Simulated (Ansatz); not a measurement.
With the program Ansatz at the PBEsol level (PAW), B in the cubic phase (Pm-3m; B on 6f) relaxes to a = 4.144 Å.

Electronic character: metallic (no gap).

The bulk modulus is 1280 kbar. The relaxed-ion elastic constants in GPa are C11 = 160, C12 = 111, C44 = 26.2. The elastic constants imply a Debye temperature near 607 K. The highest mode at Γ lies at 1306 cm^-1.

The start of the workflow was typed in or built on a structure type; neither database checked (COD, Materials Project) lists it. It is not the phase usual at ambient conditions (space group No. 166). The PBEsol relaxation kept the symmetry of its start; its stability against distortions is not shown here. As this level gives no gap, shear constants depend on the k-mesh and smearing (Fermi–Dirac, 0.1 eV here). As this level gives no gap, phonon frequencies hold no LO–TO term and depend on the k-mesh and smearing (Fermi–Dirac, 0.1 eV here).

Potentials: the later of the program's two PAW sets.
